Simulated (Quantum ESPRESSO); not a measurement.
# In3HfO5N: one run as intended and one with a planted mistake

A calculation, not a measurement. The program is pw.x of Quantum ESPRESSO 7.5 (plane-wave density functional theory). The cell is made up: 10 atoms on a corundum lattice, with randomly drawn elements, strain and displacements, not relaxed. PseudoDojo standard norm-conserving files (v0.5 for PBE, v0.4.1 for LDA and PBEsol) set the functional; there is no spin polarisation, spin-orbit coupling or dispersion term, and the masses in the input are unused placeholders.

The hafnium pseudopotential is less sure than the others, with forces about 3 percent (worst 6) and pressure in oxides about 1.5 GPa (worst 2.7) from a second method in checks, which no rerun with the same files tests.

Intended input:

```
&control calculation='scf', pseudo_dir='./dojo.nc.sr.pbe.v0_5.standard.upf', outdir='./o', disk_io='low', tprnfor=.true., tstress=.true. /
&system ibrav=0, nat=10, ntyp=4, nbnd=49, ecutwfc=84.00895049, nosym=.true., tot_charge=0,
 occupations='smearing', smearing='fd', degauss=0.0018374661
/
&electrons conv_thr=7.350e-09, electron_maxstep=60, /
ATOMIC_SPECIES
Hf 1.0 Hf.upf
In 1.0 In.upf
N 1.0 N.upf
O 1.0 O.upf
CELL_PARAMETERS angstrom
2.7983 1.6156 4.9346
-2.7983 1.6156 4.9346
0.0 -3.2311 4.9346
ATOMIC_POSITIONS angstrom
In -0.1321 0.0613 5.2102
In -0.0112 0.0149 2.2786
In 0.0404 -0.0154 9.4959
Hf 0.1467 -0.0097 12.6402
O -1.0674 1.594 8.6688
O -0.8225 -1.8283 8.6347
N 1.9057 -0.0135 8.7728
O 1.0688 -1.6783 6.2072
O 0.7997 1.7588 6.0569
O -1.9691 -0.2128 6.083
K_POINTS automatic
5 5 5 1 1 1
```

The log is shortened where brackets say so; the opening notice, blank lines, dates and the lines on written files are dropped, and the path of the files is cut. It prints rydbergs, bohrs and kilobars, and counts compression as positive stress.

Log of the intended run:

```
     Program PWSCF v.7.5
     Parallel version (MPI & OpenMP), running on       4 processor cores
     Number of MPI processes:                 4
     Threads/MPI process:                     1
     [start-up lines left out]
     bravais-lattice index     =            0
     lattice parameter (alat)  =      11.1463  a.u.
     unit-cell volume          =     903.2729 (a.u.)^3
     number of atoms/cell      =           10
     number of atomic types    =            4
     number of electrons       =        86.00
     number of Kohn-Sham states=           49
     kinetic-energy cutoff     =      84.0090  Ry
     charge density cutoff     =     336.0358  Ry
     scf convergence threshold =      7.3E-09
     mixing beta               =       0.7000
     number of iterations used =            8  plain     mixing
     Exchange-correlation= PBE
                           (   1   4   3   4   0   0   0)
     [axes and pseudopotential details left out]
   Cartesian axes
     site n.     atom                  positions (alat units)
         1        In     tau(   1) = (  -0.0223960   0.0103927   0.8833268  )
         2        In     tau(   2) = (  -0.0018988   0.0025261   0.3863093  )
         3        In     tau(   3) = (   0.0068493  -0.0026109   1.6099158  )
         4        Hf     tau(   4) = (   0.0248712  -0.0016445   2.1429941  )
         5        O      tau(   5) = (  -0.1809648   0.2702436   1.4696909  )
         6        O      tau(   6) = (  -0.1394450  -0.3099663   1.4639097  )
         7        N      tau(   7) = (   0.3230885  -0.0022888   1.4873229  )
         8        O      tau(   8) = (   0.1812022  -0.2845356   1.0523562  )
         9        O      tau(   9) = (   0.1355795   0.2981834   1.0268746  )
        10        O      tau(  10) = (  -0.3338373  -0.0360777   1.0312996  )
     number of k points=    63  Fermi-Dirac smearing, width (Ry)=  0.0018
                       cart. coord. in units 2pi/alat
        k(    1) = (   0.0000000   0.0000000   0.1195311), wk =   0.0320000
        k(    2) = (   0.0000000  -0.2433979   0.1992202), wk =   0.0320000
     [further k points left out]
     Dense  grid:    94069 G-vectors     FFT dimensions: (  72,  72,  72)
     Estimated max dynamical RAM per process >     300.95 MB
     Estimated total dynamical RAM >       1.11 GB
     Initial potential from superposition of free atoms
     starting charge      85.9864, renormalised to      86.0000
     Starting wfcs are   61 randomized atomic wfcs
     total cpu time spent up to now is        6.6 secs
     per-process dynamical memory:   234.6 Mb
     Self-consistent Calculation
     iteration #  1     ecut=    84.01 Ry     beta= 0.70
     Davidson diagonalization with overlap
     ethr =  1.00E-02,  avg # of iterations =  2.0
     total cpu time spent up to now is       17.3 secs
     total energy              =    -696.26987997 Ry
     estimated scf accuracy    <       3.34851812 Ry
     iteration #  2     ecut=    84.01 Ry     beta= 0.70
     Davidson diagonalization with overlap
     ethr =  3.89E-03,  avg # of iterations =  3.9
     total cpu time spent up to now is       31.6 secs
     total energy              =    -695.80112843 Ry
     estimated scf accuracy    <      10.17281940 Ry
     [iterations 3 to 12 left out]
     iteration # 13     ecut=    84.01 Ry     beta= 0.70
     Davidson diagonalization with overlap
     ethr =  8.32E-11,  avg # of iterations =  5.9
     total cpu time spent up to now is      177.1 secs
     total energy              =    -697.98001452 Ry
     estimated scf accuracy    <       0.00000003 Ry
     iteration # 14     ecut=    84.01 Ry     beta= 0.70
     Davidson diagonalization with overlap
     ethr =  3.14E-11,  avg # of iterations =  2.0
     total cpu time spent up to now is      188.6 secs
     End of self-consistent calculation
     [lines on levels left out]
!    total energy              =    -697.98001452 Ry
     estimated scf accuracy    <          3.8E-09 Ry
     smearing contrib. (-TS)   =      -0.00000000 Ry
     internal energy E=F+TS    =    -697.98001452 Ry
     The total energy is F=E-TS. E is the sum of the following terms:
     one-electron contribution =    -157.62412333 Ry
     hartree contribution      =     143.81994893 Ry
     xc contribution           =    -197.07716888 Ry
     ewald contribution        =    -487.09867124 Ry
     convergence has been achieved in  14 iterations
     Forces acting on atoms (cartesian axes, Ry/au):
     atom    1 type  2   force =     0.07618905   -0.08262191    0.04096549
     atom    2 type  2   force =     0.01470222   -0.06758796   -0.06985529
     atom    3 type  2   force =    -0.05855715    0.00815609    0.00984824
     atom    4 type  1   force =    -0.11315361    0.03305154    0.00523406
     atom    5 type  4   force =     0.01973075    0.05179418   -0.03859766
     atom    6 type  4   force =    -0.06913062    0.03724258   -0.02874592
     atom    7 type  3   force =     0.13611946   -0.00402347   -0.10026137
     atom    8 type  4   force =     0.04485337    0.01012934    0.01451780
     atom    9 type  4   force =    -0.00219095    0.02035759    0.07398537
     atom   10 type  4   force =    -0.04856251   -0.00649798    0.09290929
     Total force =     0.317634     Total SCF correction =     0.000107
     Computing stress (Cartesian axis) and pressure
          total   stress  (Ry/bohr**3)                   (kbar)     P=        0.03
   0.00011334  -0.00008167   0.00001154           16.67      -12.01        1.70
  -0.00008167  -0.00028492   0.00005978          -12.01      -41.91        8.79
   0.00001154   0.00005978   0.00017224            1.70        8.79       25.34
     init_run     :      6.25s CPU      6.46s WALL (       1 calls)
     electrons    :    181.45s CPU    182.01s WALL (       1 calls)
     forces       :      1.82s CPU      1.84s WALL (       1 calls)
     stress       :      6.27s CPU      6.27s WALL (       1 calls)
     [timing details left out]
     PWSCF        :   3m15.99s CPU   3m16.82s WALL
     JOB DONE.
```

A second run has one planted mistake: two atoms have their elements exchanged. The input lines that differ, file-writing options aside:

```
- In 0.0404 -0.0154 9.4959
+ Hf 0.0404 -0.0154 9.4959
- Hf 0.1467 -0.0097 12.6402
+ In 0.1467 -0.0097 12.6402
```

Its log:

```
     Program PWSCF v.7.5
     Parallel version (MPI & OpenMP), running on       4 processor cores
     Number of MPI processes:                 4
     Threads/MPI process:                     1
     [start-up lines left out]
     bravais-lattice index     =            0
     lattice parameter (alat)  =      11.1463  a.u.
     unit-cell volume          =     903.2729 (a.u.)^3
     number of atoms/cell      =           10
     number of atomic types    =            4
     number of electrons       =        86.00
     number of Kohn-Sham states=           49
     kinetic-energy cutoff     =      84.0090  Ry
     charge density cutoff     =     336.0358  Ry
     scf convergence threshold =      7.3E-09
     mixing beta               =       0.7000
     number of iterations used =            8  plain     mixing
     Exchange-correlation= PBE
                           (   1   4   3   4   0   0   0)
     [axes and pseudopotential details left out]
   Cartesian axes
     site n.     atom                  positions (alat units)
         1        In     tau(   1) = (  -0.0223960   0.0103927   0.8833268  )
         2        In     tau(   2) = (  -0.0018988   0.0025261   0.3863093  )
         3        Hf     tau(   3) = (   0.0068493  -0.0026109   1.6099158  )
         4        In     tau(   4) = (   0.0248712  -0.0016445   2.1429941  )
         5        O      tau(   5) = (  -0.1809648   0.2702436   1.4696909  )
         6        O      tau(   6) = (  -0.1394450  -0.3099663   1.4639097  )
         7        N      tau(   7) = (   0.3230885  -0.0022888   1.4873229  )
         8        O      tau(   8) = (   0.1812022  -0.2845356   1.0523562  )
         9        O      tau(   9) = (   0.1355795   0.2981834   1.0268746  )
        10        O      tau(  10) = (  -0.3338373  -0.0360777   1.0312996  )
     number of k points=    63  Fermi-Dirac smearing, width (Ry)=  0.0018
                       cart. coord. in units 2pi/alat
        k(    1) = (   0.0000000   0.0000000   0.1195311), wk =   0.0320000
        k(    2) = (   0.0000000  -0.2433979   0.1992202), wk =   0.0320000
     [further k points left out]
     Dense  grid:    94069 G-vectors     FFT dimensions: (  72,  72,  72)
     Estimated max dynamical RAM per process >     300.95 MB
     Estimated total dynamical RAM >       1.11 GB
     Initial potential from superposition of free atoms
     starting charge      85.9864, renormalised to      86.0000
     Starting wfcs are   61 randomized atomic wfcs
     total cpu time spent up to now is        6.5 secs
     per-process dynamical memory:   234.6 Mb
     Self-consistent Calculation
     iteration #  1     ecut=    84.01 Ry     beta= 0.70
     Davidson diagonalization with overlap
     ethr =  1.00E-02,  avg # of iterations =  2.0
     total cpu time spent up to now is       16.8 secs
     total energy              =    -696.34604616 Ry
     estimated scf accuracy    <       3.29617731 Ry
     iteration #  2     ecut=    84.01 Ry     beta= 0.70
     Davidson diagonalization with overlap
     ethr =  3.83E-03,  avg # of iterations =  3.2
     total cpu time spent up to now is       30.0 secs
     total energy              =    -696.60487357 Ry
     estimated scf accuracy    <       6.94161359 Ry
     [iterations 3 to 12 left out]
     iteration # 13     ecut=    84.01 Ry     beta= 0.70
     Davidson diagonalization with overlap
     ethr =  3.94E-10,  avg # of iterations =  2.2
     total cpu time spent up to now is      157.3 secs
     total energy              =    -698.01485453 Ry
     estimated scf accuracy    <       0.00000007 Ry
     iteration # 14     ecut=    84.01 Ry     beta= 0.70
     Davidson diagonalization with overlap
     ethr =  8.60E-11,  avg # of iterations =  3.0
     total cpu time spent up to now is      168.7 secs
     End of self-consistent calculation
     [lines on levels left out]
!    total energy              =    -698.01485455 Ry
     estimated scf accuracy    <          3.6E-09 Ry
     smearing contrib. (-TS)   =      -0.00000000 Ry
     internal energy E=F+TS    =    -698.01485455 Ry
     The total energy is F=E-TS. E is the sum of the following terms:
     one-electron contribution =    -157.20825042 Ry
     hartree contribution      =     143.65055242 Ry
     xc contribution           =    -197.12397775 Ry
     ewald contribution        =    -487.33317880 Ry
     convergence has been achieved in  14 iterations
     Forces acting on atoms (cartesian axes, Ry/au):
     atom    1 type  2   force =     0.07261268   -0.08351579    0.04652139
     atom    2 type  2   force =     0.01406397   -0.05448190   -0.06614930
     atom    3 type  1   force =    -0.01540446    0.01279173    0.02229499
     atom    4 type  2   force =    -0.10732577    0.01614708    0.00581266
     atom    5 type  4   force =     0.02394515   -0.03799175    0.00264904
     atom    6 type  4   force =     0.02356794    0.06772448    0.01455954
     atom    7 type  3   force =     0.01528824    0.04410903   -0.05171767
     atom    8 type  4   force =     0.02905083    0.00898805   -0.02087323
     atom    9 type  4   force =    -0.00076244    0.02862865    0.02194125
     atom   10 type  4   force =    -0.05503613   -0.00239958    0.02496134
     Total force =     0.230687     Total SCF correction =     0.000249
     Computing stress (Cartesian axis) and pressure
          total   stress  (Ry/bohr**3)                   (kbar)     P=        0.57
   0.00002494  -0.00003212  -0.00004791            3.67       -4.73       -7.05
  -0.00003212  -0.00026596  -0.00000603           -4.73      -39.12       -0.89
  -0.00004791  -0.00000603   0.00025271           -7.05       -0.89       37.17
     init_run     :      6.08s CPU      6.32s WALL (       1 calls)
     electrons    :    161.69s CPU    162.25s WALL (       1 calls)
     forces       :      1.78s CPU      1.81s WALL (       1 calls)
     stress       :      6.03s CPU      6.05s WALL (       1 calls)
     [timing details left out]
     PWSCF        :   2m55.78s CPU   2m56.66s WALL
     JOB DONE.
```

```
                                            intended run  run with the mistake
                          free energy (eV)     -9496.502             -9496.976
                    smearing term -TS (eV)        0.0000                0.0000
                            pressure (GPa)          0.00                  0.06
            largest force component (eV/Å)         3.500                 2.759
largest change of a force component (eV/Å)                               3.107
                                iterations            14                    14
```

For scale, a rerun of the intended cell at 1437 eV and a 7 x 7 x 7 mesh moved values by no more than 0.003 eV in energy, 0.03 GPa in stress and 0.002 eV/Å in force.